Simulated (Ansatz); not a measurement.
TiB$_{2}$ in space group P6/mmm (No. 191; Ti on 1a, B on 2d), a = 3.032 Å, b = 3.032 Å, c = 3.225 Å, α = 90.00°, β = 90.00°, γ = 120.00°.

Relaxed with PBE.

Task: Decompose the optical modes at the zone centre into irreducible representations, and say which are infrared and Raman allowed.

Result: Point group 6/mmm: Γ_opt = A2u + B1g + E1u + E2g. Infrared: A2u, E1u. Raman: E2g.

Task: Assign frequencies (DFPT, plane-wave PAW PBE (Ansatz code)).

Result: E1u 510, A2u 511, B1g 553, E2g 884 cm⁻¹.

Subscripts of B labels follow the axes of the standard setting.

The cell was relaxed with PBE under the symmetry of its start; phonons on a q-mesh show no instability. No spin polarisation was allowed. As this level gives no gap, phonon frequencies hold no LO–TO term and depend on the k-mesh and smearing (Fermi–Dirac, 0.1 eV here).

Potentials: the later of the program's two PAW sets.
